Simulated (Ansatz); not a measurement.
TePt:
```xyz
4
Lattice="1.9913 -5.3945 0.0000 1.9913 5.3945 0.0000 0.0000 0.0000 3.8893" Properties=species:S:1:pos:R:3 pbc="T T T"
Te     1.9913    -1.5436     0.9723
Pt     1.9913    -4.2094     0.9723
Te     1.9913     1.5436     2.9169
Pt     1.9913     4.2094     2.9169
```

Relaxed with r²SCAN.

Q: Give the Bader charges and basin volumes of the independent atoms, plane-wave PAW r²SCAN (Ansatz code).

A: 

| atom | Bader charge (e) | Bader volume (Å³) |
|---|---|---|
| Te1 | +0.45 | 21.4 |
| Pt2 | -0.45 | 20.4 |

Space group Cmcm. The start of the workflow was typed in or built on a structure type; neither database checked (COD, Materials Project) lists it. COD files the formula under space group No. 166, 194. Its standing as an ambient phase is unchecked. The cell was relaxed with r²SCAN under the symmetry of its start; whether a distortion lowers the energy is not shown. No spin polarisation was allowed. Spin–orbit coupling is left out wherever it is not named.

Potentials: the later of the program's two PAW sets.
